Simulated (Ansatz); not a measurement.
N:
```cif
data_N4
_chemical_formula_sum 'N4'
_space_group_name_H-M_alt 'P 1'
_space_group_IT_number 1
_cell_length_a 4.20346
_cell_length_b 4.20346
_cell_length_c 5.39332
_cell_angle_alpha 90.000
_cell_angle_beta 90.000
_cell_angle_gamma 90.000
loop_
_space_group_symop_operation_xyz
  'x, y, z'
loop_
_atom_site_label
_atom_site_type_symbol
_atom_site_fract_x
_atom_site_fract_y
_atom_site_fract_z
_atom_site_occupancy
N1 N 0.90806 0.90806 0.00000 1
N2 N 0.09194 0.09194 0.00000 1
N3 N 0.59194 0.40806 0.50000 1
N4 N 0.40806 0.59194 0.50000 1
```

Relaxed with r²SCAN.

Problem. Which orbitals make up the states near the band edges in plane-wave PAW r²SCAN (Ansatz code)?

Solution. Top 1 eV of the valence band: N 2p 66 %, N 2s 31 %. Bottom 1 eV of the conduction band: N 2p 96 %. Projections are on Löwdin-orthogonalised atomic valence shells; empty p or d shells of many metals are not among them.

Problem. Tabulate the density of states.

Solution. States/eV per cell of 4 atoms, in 0.25 eV bins, energy from the valence-band maximum.

| E (eV) | total | N 2p | N 2s |
|---|---|---|---|
| -4.05 | 0.00 | 0.00 | 0.00 |
| -3.80 | 13.23 | 5.70 | 7.51 |
| -3.55 | 2.77 | 1.16 | 1.61 |
| -3.30 | 0.00 | 0.00 | 0.00 |
| -3.05 | 0.00 | 0.00 | 0.00 |
| -2.80 | 0.00 | 0.00 | 0.00 |
| -2.55 | 0.00 | 0.00 | 0.00 |
| -2.30 | 0.00 | 0.00 | 0.00 |
| -2.05 | 0.00 | 0.00 | 0.00 |
| -1.80 | 3.36 | 3.26 | 0.02 |
| -1.55 | 17.76 | 17.30 | 0.12 |
| -1.30 | 10.88 | 10.73 | 0.01 |
| -1.05 | 0.00 | 0.00 | 0.00 |
| -0.80 | 0.11 | 0.08 | 0.03 |
| -0.55 | 1.13 | 0.76 | 0.33 |
| -0.30 | 5.98 | 3.93 | 1.83 |
| -0.05 | 8.78 | 5.74 | 2.75 |
| 0.20 | 0.00 | 0.00 | 0.00 |
| 0.45 | 0.00 | 0.00 | 0.00 |
| 0.70 | 0.00 | 0.00 | 0.00 |
| 0.95 | 0.00 | 0.00 | 0.00 |
| 1.20 | 0.00 | 0.00 | 0.00 |
| 1.45 | 0.00 | 0.00 | 0.00 |
| 1.70 | 0.00 | 0.00 | 0.00 |
| 1.95 | 0.00 | 0.00 | 0.00 |
| 2.20 | 0.00 | 0.00 | 0.00 |
| 2.45 | 0.00 | 0.00 | 0.00 |
| 2.70 | 0.00 | 0.00 | 0.00 |
| 2.95 | 0.00 | 0.00 | 0.00 |
| 3.20 | 0.00 | 0.00 | 0.00 |
| 3.45 | 0.00 | 0.00 | 0.00 |
| 3.70 | 0.00 | 0.00 | 0.00 |
| 3.95 | 0.00 | 0.00 | 0.00 |
| 4.20 | 0.00 | 0.00 | 0.00 |
| 4.45 | 0.00 | 0.00 | 0.00 |
| 4.70 | 0.00 | 0.00 | 0.00 |
| 4.95 | 0.00 | 0.00 | 0.00 |
| 5.20 | 0.00 | 0.00 | 0.00 |
| 5.45 | 0.00 | 0.00 | 0.00 |
| 5.70 | 0.00 | 0.00 | 0.00 |
| 5.95 | 0.00 | 0.00 | 0.00 |
| 6.20 | 0.00 | 0.00 | 0.00 |
| 6.45 | 0.00 | 0.00 | 0.00 |
| 6.70 | 0.00 | 0.00 | 0.00 |
| 6.95 | 0.00 | 0.00 | 0.00 |
| 7.20 | 0.00 | 0.00 | 0.00 |
| 7.45 | 0.00 | 0.00 | 0.00 |
| 7.70 | 0.00 | 0.00 | 0.00 |
| 7.95 | 0.24 | 0.23 | 0.00 |
| 8.20 | 1.00 | 0.96 | 0.00 |
| 8.45 | 3.27 | 3.13 | 0.00 |
| 8.70 | 10.38 | 9.97 | 0.01 |
| 8.95 | 9.00 | 8.77 | 0.00 |
| 9.20 | 5.98 | 5.87 | 0.00 |
| 9.45 | 2.12 | 2.09 | 0.00 |
| 9.70 | 0.00 | 0.00 | 0.00 |
| 9.95 | 0.00 | 0.00 | 0.00 |
| 10.20 | 0.00 | 0.00 | 0.00 |
| 10.45 | 0.00 | 0.00 | 0.00 |
| 10.70 | 0.00 | 0.00 | 0.00 |
| 10.95 | 0.00 | 0.00 | 0.00 |
| 11.20 | 0.00 | 0.00 | 0.00 |
| 11.45 | 0.00 | 0.00 | 0.00 |
| 11.70 | 0.00 | 0.00 | 0.00 |

Space group P4_2/mnm. The first step of the workflow began from a Materials Project structure, measured or hypothetical; the Crystallography Open Database copy checked does not list it. It is not the usual solid phase (space group No. 205). The cell was relaxed with r²SCAN under the symmetry of its start; whether a distortion lowers the energy is not shown. The substance is a gas or liquid at ambient conditions. A crystal of weakly bound molecules computed without a dispersion correction: the cell and the soft elastic constants depend strongly on that.

Potentials: the later of the program's two PAW sets.
